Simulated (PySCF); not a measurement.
PySCF single point, B3LYP/6-31G*, density fitting, IEF-PCM implicit ethanol (electrostatics alone), on boroxine, B3H3O3 (SMILES B1OBOBO1), charge 0, multiplicity 1.

```python
from pyscf import gto, scf, dft
mol = gto.M(atom='''
B     -1.304569     1.269364     0.000938
O      0.030337     1.530438     0.000484
B      0.926137     0.506976     0.000351
O      0.484762    -0.779637     0.000284
B     -0.849483    -1.043653     0.000375
O     -1.743036    -0.018142     0.000742
H     -2.074092     2.150566    -0.000938
H      2.074092     0.732729    -0.000376
H     -1.227952    -2.150566    -0.000527
''', basis='6-31G*', charge=0, spin=0, verbose=3)
mf = dft.RKS(mol, xc='B3LYP')
mf = mf.density_fit()
mf = mf.PCM()
mf.with_solvent.method = 'IEF-PCM'
mf.with_solvent.eps = 24.3
mf.max_cycle = 100
e = mf.kernel()
print('converged', mf.converged)
print('E_total', e)
print('nao', mol.nao)
print('HOMO', mf.mo_energy[mf.mo_occ > 0].max())
mf.dip_moment()
```

Output:

```

WARN: PCM is an experimental feature. It is still in testing.
Features and APIs may be changed in the future.

converged SCF energy = -302.3163988994
converged True
E_total -302.31639889939976
nao 90
HOMO -0.33702128713046675
Dipole moment(X, Y, Z, Debye):  0.00022,  0.00010,  0.00342
```

The total energy is -8226.45 eV, -0.09 eV from the same level's vacuum run.
